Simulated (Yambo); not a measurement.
G0W0@PBEsol for SiO2 (α-cristobalite, space group P4_32_12, No. 96) in Yambo. Reference settings: 2×2×2 Γ-centred k mesh, 316 bands and a 8 Ry block in the screening, 316 bands in G with the Bruneval-Gonze terminator, plasmon pole fitted at 27.2 eV. The PBEsol gap Γ → Γ on this mesh is 5.70 eV; G0W0 gaps are taken between the same points.

With and without the terminator, as bands are cut:

```json
[
 {"bands in G (in W)": "117 (316)", "gap, terminator (eV)": "8.619", "gap, none (eV)": "8.279", "valence shift, terminator (eV)": "-1.833", "valence shift, none (eV)": "-1.204"},
 {"bands in G (in W)": "201 (316)", "gap, terminator (eV)": "8.616", "gap, none (eV)": "8.422", "valence shift, terminator (eV)": "-1.844", "valence shift, none (eV)": "-1.487"},
 {"bands in G (in W)": "316 (316)", "gap, terminator (eV)": "8.617", "gap, none (eV)": "8.520", "valence shift, terminator (eV)": "-1.843", "valence shift, none (eV)": "-1.650"}
]
```

Over this range the gap spans 0.003 eV with the terminator and 0.241 eV without, the valence shift 0.011 eV and 0.446 eV. Neither column has reached its limit for certain.

Geometry of the Materials Project entry, not relaxed at this level; primitive cell a = b = 4.9756 Å, c = 6.9009 Å, α = β = γ = 90.00°.

This is not the ordinary phase of the substance.

A shift is the quasiparticle energy of the state minus its PBEsol energy.
